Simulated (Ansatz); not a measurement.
All numbers below come from DFT PBE, scalar-relativistic, plane waves, PAW (Ansatz). All cells share a 420 eV cutoff and Γ-centred k meshes spaced at most about 0.3 Å⁻¹ (about 0.25 or finer for metals, 2π included). Collinear spin in cells that started with moments and kept them past the coarse steps, no spin elsewhere.

These are static total energies at zero pressure. All come from trial cells, and lower structures may exist.

Question: Which of these relaxed structures of Ni2Pt is the lowest in energy?
A.

Space group P-3m1 (No. 164). a = 2.665 Å, b = 2.665 Å, c = 6.262 Å, α = 90.00°, β = 90.00°, γ = 120.00°
| atom | site | symmetry | x | y | z |
| --- | --- | --- | --- | --- | --- |
| Ni | 2d | 3m. | 0.6667 | 0.3333 | 0.8474 |
| Pt | 1b | -3m. | 0.0000 | 0.0000 | 0.5000 |

B.

Space group P6_3/mmc (No. 194). a = 2.670 Å, b = 2.670 Å, c = 12.522 Å, α = 90.00°, β = 90.00°, γ = 120.00°
```tsv
atom	site	symmetry	x	y	z
Ni	4f	3m.	0.3333	0.6667	0.0762
Pt	2d	-6m2	0.3333	0.6667	0.7500
```

Answer: A. It has Ni and Pt ordered on fcc sites, space group P-3m1 (No. 164); the next, B, with Ni and Pt ordered on hcp sites, space group P6_3/mmc (No. 194), lies 37 meV/atom higher. Largest moments: A 0.8 μB, B 0.8 μB. Counting all near atoms (those within 1.25 times the shortest distance at each site), the lowest and the next both have Ni 12, Pt 12.

These runs have no spin–orbit coupling, which can matter for Pt. Another magnetic order may lie lower. With atoms moved at random, P-3m1 came back. Other cells relaxed within their symmetry can be saddle points. Some types were kept out of the candidates beforehand, so the set may lack a known form.
